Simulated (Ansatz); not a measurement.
With PBEsol (plane waves, PAW; program Ansatz), TaC in the zinc blende structure (F-43m) relaxes to a = 4.791 Å. Ta has 4 nearest neighbours from 2.07 Å (tetrahedral); C has 4 nearest neighbours from 2.07 Å (tetrahedral). Its formation energy from the elements is -0.056 eV/atom, with no fitted shifts.

Electronic character: metallic (no gap). Gap from PBEsol with spin–orbit coupling: none (metallic).

An equation-of-state fit gives a bulk modulus of 237 GPa. The relaxed-ion elastic constants in GPa are C11 = 336, C12 = 188, C44 = 85.5. The elastic constants imply a Debye temperature near 368 K. The highest mode at Γ lies at 631 cm⁻¹.

The start of the workflow was typed in or built on a structure type; neither database checked (COD, Materials Project) lists it. It is not the phase usual at ambient conditions (space group No. 225). The PBEsol relaxation kept the symmetry of its start; whether a distortion lowers the energy is not shown. The run is not spin-polarised. As this level gives no gap, shear constants depend on the k-mesh and smearing (Fermi–Dirac, 0.1 eV here). As this level gives no gap, phonon frequencies hold no LO–TO term and depend on the k-mesh and smearing (Fermi–Dirac, 0.1 eV here). The references are the lowest solids computed at this level, not always the standard phases. Scalar-relativistic: spin–orbit coupling is off unless named, which matters more the heavier the elements.

Potentials: the later of the program's two PAW sets.
